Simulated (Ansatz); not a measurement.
## Ge₄MoW: rattling a relaxed structure

It was reached by relaxing an invented guess, and it needn't be the stable form of this composition.

These are results of Ansatz, DFT PBE, scalar-relativistic, plane waves, PAW, not measurements. Settings: cutoff 420 eV, Γ-centred mesh 12×6×6 on the computed 12-atom cell, Gaussian smearing of 0.10 eV; no spin polarisation.

The cell below (12 atoms, space group Pmc2_1 (No. 26)) is relaxed within its symmetry.

```xyz
12
Lattice="3.4812 0.0000 0.0000 0.0000 8.6226 0.0000 0.0000 0.0000 6.4186" Properties=species:S:1:pos:R:3 pbc="T T T"
Ge    1.7406    2.5158    0.8652
Ge    0.0000    6.8128    2.3402
Ge    1.7406    6.1068    4.0745
Ge    0.0000    1.8098    5.5495
Ge    1.7406    7.6095    0.4013
Ge    0.0000    3.2984    2.8145
Ge    1.7406    1.0131    3.6106
Ge    0.0000    5.3243    6.0238
Mo    1.7406    3.6269    4.8124
Mo    1.7406    4.9958    1.6031
W     0.0000    7.9405    4.8130
W     0.0000    0.6821    1.6037
```

For the test it was strained at random (σ = 1.5 % a component), the atoms were moved at random (σ = 0.05 Å), and all was relaxed again on a coarse 6×4×4 mesh (in the run’s order of axes) with 0.20 eV smearing, with no symmetry imposed.

Spin–orbit coupling, which can matter for W, is left out.

Problem. Does it come back?

Solution. It returns, within 1 meV/atom of the unmoved cell on that mesh and with the same symmetry when read at 0.1 Å (Pm at 0.01 Å, so small strains and shifts remain). So it is stable against the distortions that fit this cell and that this random move excites. Modes that don't fit the cell aren't tested.
